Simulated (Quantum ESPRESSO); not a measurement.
## MgGa3O5F (one run as intended and one with a planted mistake)

A calculation, not a measurement. The program is pw.x of Quantum ESPRESSO 7.5 (plane-wave density functional theory). The cell is made up: 10 atoms on a corundum lattice, with randomly drawn elements, strain and displacements, not relaxed. PseudoDojo standard norm-conserving files (v0.5 for PBE, v0.4.1 for LDA and PBEsol) set the functional; there is no spin polarisation, spin-orbit coupling or dispersion term, and the masses in the input are unused placeholders.

Intended input:

```
&control calculation='scf', pseudo_dir='./dojo.nc.sr.pbe.v0_5.standard.upf', outdir='./o', disk_io='medium', tprnfor=.true., tstress=.true. /
&system ibrav=0, nat=10, ntyp=4, nbnd=49, ecutwfc=84.00895049, nosym=.true., tot_charge=0,
 occupations='smearing', smearing='fd', degauss=0.0018374661
/
&electrons conv_thr=7.350e-09, electron_maxstep=60, /
ATOMIC_SPECIES
F 1.0 F.upf
Ga 1.0 Ga.upf
Mg 1.0 Mg.upf
O 1.0 O.upf
CELL_PARAMETERS angstrom
2.4947 1.4403 4.4799
-2.4947 1.4403 4.4799
0.0 -2.8806 4.4799
ATOMIC_POSITIONS angstrom
Mg -0.0184 -0.0334 4.7398
Ga -0.0078 -0.028 2.0055
Ga -0.0238 0.055 8.6736
Ga -0.0079 -0.0191 11.4632
O -0.9679 1.475 7.8679
O -0.7659 -1.5845 7.8455
O 1.7065 0.1342 7.8302
O 0.9229 -1.4734 5.6141
O 0.736 1.4805 5.597
F -1.7086 -0.1427 5.5969
K_POINTS automatic
5 5 5 1 1 1
```

The log is shortened where brackets say so; the opening notice, blank lines, dates and the lines on written files are dropped, and the path of the files is cut. It prints rydbergs, bohrs and kilobars, and counts compression as positive stress. Where no state is partly filled, the Fermi energy that it prints is only some level between the filled and the empty states on the mesh, and need not lie in the true gap.

Log of the intended run:

```
     Program PWSCF v.7.5
     Parallel version (MPI & OpenMP), running on       1 processor cores
     Number of MPI processes:                 1
     Threads/MPI process:                     1
     [start-up lines left out]
     bravais-lattice index     =            0
     lattice parameter (alat)  =      10.0649  a.u.
     unit-cell volume          =     651.7596 (a.u.)^3
     number of atoms/cell      =           10
     number of atomic types    =            4
     number of electrons       =        86.00
     number of Kohn-Sham states=           49
     kinetic-energy cutoff     =      84.0090  Ry
     charge density cutoff     =     336.0358  Ry
     scf convergence threshold =      7.3E-09
     mixing beta               =       0.7000
     number of iterations used =            8  plain     mixing
     Exchange-correlation= PBE
                           (   1   4   3   4   0   0   0)
     [axes and pseudopotential details left out]
   Cartesian axes
     site n.     atom                  positions (alat units)
         1        Mg     tau(   1) = (  -0.0034547  -0.0062710   0.8899170  )
         2        Ga     tau(   2) = (  -0.0014645  -0.0052571   0.3765409  )
         3        Ga     tau(   3) = (  -0.0044685   0.0103265   1.6285042  )
         4        Ga     tau(   4) = (  -0.0014833  -0.0035861   2.1522631  )
         5        O      tau(   5) = (  -0.1817272   0.2769373   1.4772307  )
         6        O      tau(   6) = (  -0.1438009  -0.2974964   1.4730250  )
         7        O      tau(   7) = (   0.3204024   0.0251966   1.4701524  )
         8        O      tau(   8) = (   0.1732783  -0.2766369   1.0540705  )
         9        O      tau(   9) = (   0.1381870   0.2779700   1.0508599  )
        10        F      tau(  10) = (  -0.3207967  -0.0267925   1.0508411  )
     number of k points=    63  Fermi-Dirac smearing, width (Ry)=  0.0018
                       cart. coord. in units 2pi/alat
        k(    1) = (   0.0000000   0.0000000   0.1188891), wk =   0.0320000
        k(    2) = (   0.0000000  -0.2465280   0.1981486), wk =   0.0320000
     [further k points left out]
     Dense  grid:    67879 G-vectors     FFT dimensions: (  60,  60,  60)
     Estimated max dynamical RAM per process >     105.49 MB
     Initial potential from superposition of free atoms
     starting charge      85.9911, renormalised to      86.0000
     Starting wfcs are   56 randomized atomic wfcs
     total cpu time spent up to now is       26.4 secs
     per-process dynamical memory:    62.6 Mb
     Self-consistent Calculation
     iteration #  1     ecut=    84.01 Ry     beta= 0.70
     Davidson diagonalization with overlap
     ethr =  1.00E-02,  avg # of iterations =  2.9
     total cpu time spent up to now is       90.7 secs
     total energy              =    -791.75282639 Ry
     estimated scf accuracy    <       2.24888693 Ry
     iteration #  2     ecut=    84.01 Ry     beta= 0.70
     Davidson diagonalization with overlap
     ethr =  2.61E-03,  avg # of iterations =  2.4
     total cpu time spent up to now is      150.9 secs
     total energy              =    -792.33700501 Ry
     estimated scf accuracy    <       2.31412480 Ry
     [iterations 3 to 11 left out]
     iteration # 12     ecut=    84.01 Ry     beta= 0.70
     Davidson diagonalization with overlap
     ethr =  3.68E-11,  avg # of iterations =  2.0
     total cpu time spent up to now is      671.7 secs
     total energy              =    -792.78743051 Ry
     estimated scf accuracy    <       0.00000001 Ry
     iteration # 13     ecut=    84.01 Ry     beta= 0.70
     Davidson diagonalization with overlap
     ethr =  1.51E-11,  avg # of iterations =  2.0
     total cpu time spent up to now is      726.8 secs
     End of self-consistent calculation
     [lines on levels left out]
     the Fermi energy is    11.2619 ev
!    total energy              =    -792.78743051 Ry
     estimated scf accuracy    <          8.3E-10 Ry
     smearing contrib. (-TS)   =       0.00000000 Ry
     internal energy E=F+TS    =    -792.78743051 Ry
     The total energy is F=E-TS. E is the sum of the following terms:
     one-electron contribution =    -261.63127679 Ry
     hartree contribution      =     201.37101359 Ry
     xc contribution           =    -195.51251828 Ry
     ewald contribution        =    -537.01464903 Ry
     convergence has been achieved in  13 iterations
     Forces acting on atoms (cartesian axes, Ry/au):
     atom    1 type  3   force =     0.03477369    0.00834032   -0.02263578
     atom    2 type  2   force =    -0.05300114    0.08408991    0.02220566
     atom    3 type  2   force =    -0.03338366   -0.10718869   -0.05427902
     atom    4 type  2   force =    -0.02692772   -0.05710228    0.05346214
     atom    5 type  4   force =     0.00975195   -0.02349277   -0.01146359
     atom    6 type  4   force =    -0.03295996    0.03761476   -0.02088518
     atom    7 type  4   force =     0.01833019   -0.02337681   -0.02148320
     atom    8 type  4   force =     0.05773154   -0.02020989    0.01264540
     atom    9 type  4   force =     0.03249410    0.08704018    0.03229806
     atom   10 type  1   force =    -0.00680899    0.01428526    0.01013552
     Total force =     0.231404     Total SCF correction =     0.000044
     Computing stress (Cartesian axis) and pressure
          total   stress  (Ry/bohr**3)                   (kbar)     P=      116.89
   0.00055342   0.00010501  -0.00014481           81.41       15.45      -21.30
   0.00010501   0.00092508   0.00009720           15.45      136.08       14.30
  -0.00014481   0.00009720   0.00090524          -21.30       14.30      133.17
     init_run     :     24.90s CPU     26.30s WALL (       1 calls)
     electrons    :    676.43s CPU    700.42s WALL (       1 calls)
     forces       :      8.20s CPU      8.28s WALL (       1 calls)
     stress       :     29.80s CPU     29.93s WALL (       1 calls)
     [timing details left out]
     PWSCF        :  12m19.67s CPU  12m45.80s WALL
     JOB DONE.
```

A second run has one planted mistake: two atoms have their elements exchanged. The input lines that differ, file-writing options aside:

```
- Mg -0.0184 -0.0334 4.7398
+ Ga -0.0184 -0.0334 4.7398
- Ga -0.0078 -0.028 2.0055
+ Mg -0.0078 -0.028 2.0055
```

Its log:

```
     Program PWSCF v.7.5
     Parallel version (MPI & OpenMP), running on       1 processor cores
     Number of MPI processes:                 1
     Threads/MPI process:                     1
     [start-up lines left out]
     bravais-lattice index     =            0
     lattice parameter (alat)  =      10.0649  a.u.
     unit-cell volume          =     651.7596 (a.u.)^3
     number of atoms/cell      =           10
     number of atomic types    =            4
     number of electrons       =        86.00
     number of Kohn-Sham states=           49
     kinetic-energy cutoff     =      84.0090  Ry
     charge density cutoff     =     336.0358  Ry
     scf convergence threshold =      7.3E-09
     mixing beta               =       0.7000
     number of iterations used =            8  plain     mixing
     Exchange-correlation= PBE
                           (   1   4   3   4   0   0   0)
     [axes and pseudopotential details left out]
   Cartesian axes
     site n.     atom                  positions (alat units)
         1        Ga     tau(   1) = (  -0.0034547  -0.0062710   0.8899170  )
         2        Mg     tau(   2) = (  -0.0014645  -0.0052571   0.3765409  )
         3        Ga     tau(   3) = (  -0.0044685   0.0103265   1.6285042  )
         4        Ga     tau(   4) = (  -0.0014833  -0.0035861   2.1522631  )
         5        O      tau(   5) = (  -0.1817272   0.2769373   1.4772307  )
         6        O      tau(   6) = (  -0.1438009  -0.2974964   1.4730250  )
         7        O      tau(   7) = (   0.3204024   0.0251966   1.4701524  )
         8        O      tau(   8) = (   0.1732783  -0.2766369   1.0540705  )
         9        O      tau(   9) = (   0.1381870   0.2779700   1.0508599  )
        10        F      tau(  10) = (  -0.3207967  -0.0267925   1.0508411  )
     number of k points=    63  Fermi-Dirac smearing, width (Ry)=  0.0018
                       cart. coord. in units 2pi/alat
        k(    1) = (   0.0000000   0.0000000   0.1188891), wk =   0.0320000
        k(    2) = (   0.0000000  -0.2465280   0.1981486), wk =   0.0320000
     [further k points left out]
     Dense  grid:    67879 G-vectors     FFT dimensions: (  60,  60,  60)
     Estimated max dynamical RAM per process >     105.49 MB
     Initial potential from superposition of free atoms
     starting charge      85.9911, renormalised to      86.0000
     Starting wfcs are   56 randomized atomic wfcs
     total cpu time spent up to now is       24.0 secs
     per-process dynamical memory:    84.6 Mb
     Self-consistent Calculation
     iteration #  1     ecut=    84.01 Ry     beta= 0.70
     Davidson diagonalization with overlap
     ethr =  1.00E-02,  avg # of iterations =  3.0
     total cpu time spent up to now is       86.0 secs
     total energy              =    -791.76499641 Ry
     estimated scf accuracy    <       2.23650539 Ry
     iteration #  2     ecut=    84.01 Ry     beta= 0.70
     Davidson diagonalization with overlap
     ethr =  2.60E-03,  avg # of iterations =  2.4
     total cpu time spent up to now is      138.2 secs
     total energy              =    -792.35297193 Ry
     estimated scf accuracy    <       2.25989584 Ry
     [iterations 3 to 11 left out]
     iteration # 12     ecut=    84.01 Ry     beta= 0.70
     Davidson diagonalization with overlap
     ethr =  2.75E-11,  avg # of iterations =  2.0
     total cpu time spent up to now is      594.3 secs
     total energy              =    -792.79114271 Ry
     estimated scf accuracy    <       0.00000001 Ry
     iteration # 13     ecut=    84.01 Ry     beta= 0.70
     Davidson diagonalization with overlap
     ethr =  1.44E-11,  avg # of iterations =  2.0
     total cpu time spent up to now is      631.5 secs
     End of self-consistent calculation
     [lines on levels left out]
     the Fermi energy is    11.2668 ev
!    total energy              =    -792.79114271 Ry
     estimated scf accuracy    <          8.4E-10 Ry
     smearing contrib. (-TS)   =       0.00000000 Ry
     internal energy E=F+TS    =    -792.79114271 Ry
     The total energy is F=E-TS. E is the sum of the following terms:
     one-electron contribution =    -262.30779396 Ry
     hartree contribution      =     201.70878972 Ry
     xc contribution           =    -195.52728401 Ry
     ewald contribution        =    -536.66485446 Ry
     convergence has been achieved in  13 iterations
     Forces acting on atoms (cartesian axes, Ry/au):
     atom    1 type  2   force =     0.09410043    0.01913920   -0.03814563
     atom    2 type  3   force =    -0.02135125    0.03041207    0.00602699
     atom    3 type  2   force =    -0.03578745   -0.10730027   -0.05320539
     atom    4 type  2   force =    -0.03128701   -0.05738158    0.05905956
     atom    5 type  4   force =     0.01413128   -0.02741671    0.01406154
     atom    6 type  4   force =    -0.02912796    0.03756582    0.00671596
     atom    7 type  4   force =     0.00253297   -0.01523566    0.02199302
     atom    8 type  4   force =     0.05347171    0.05047509   -0.02871329
     atom    9 type  4   force =    -0.03169428    0.05291823   -0.00706338
     atom   10 type  1   force =    -0.01498845    0.01682381    0.01927062
     Total force =     0.224987     Total SCF correction =     0.000062
     Computing stress (Cartesian axis) and pressure
          total   stress  (Ry/bohr**3)                   (kbar)     P=      119.73
   0.00082569   0.00024094  -0.00026813          121.46       35.44      -39.44
   0.00024094   0.00069701  -0.00004629           35.44      102.53       -6.81
  -0.00026813  -0.00004629   0.00091895          -39.44       -6.81      135.18
     init_run     :     22.73s CPU     23.81s WALL (       1 calls)
     electrons    :    571.40s CPU    607.54s WALL (       1 calls)
     forces       :      6.05s CPU      6.13s WALL (       1 calls)
     stress       :     23.75s CPU     23.87s WALL (       1 calls)
     [timing details left out]
     PWSCF        :  10m24.29s CPU  11m 2.22s WALL
     JOB DONE.
```

|  | intended run | run with the mistake |
| --- | --- | --- |
| free energy (eV) | -10786.422 | -10786.473 |
| smearing term -TS (eV) | 0.0000 | 0.0000 |
| pressure (GPa) | 11.69 | 11.97 |
| largest force component (eV/Å) | 2.756 | 2.759 |
| largest change of a force component (eV/Å) |  | 1.817 |
| iterations | 13 | 13 |

For scale, a rerun of the intended cell at 1437 eV and a 7 x 7 x 7 mesh moved values by no more than 0.004 eV in energy, 0.03 GPa in stress and 0.003 eV/Å in force.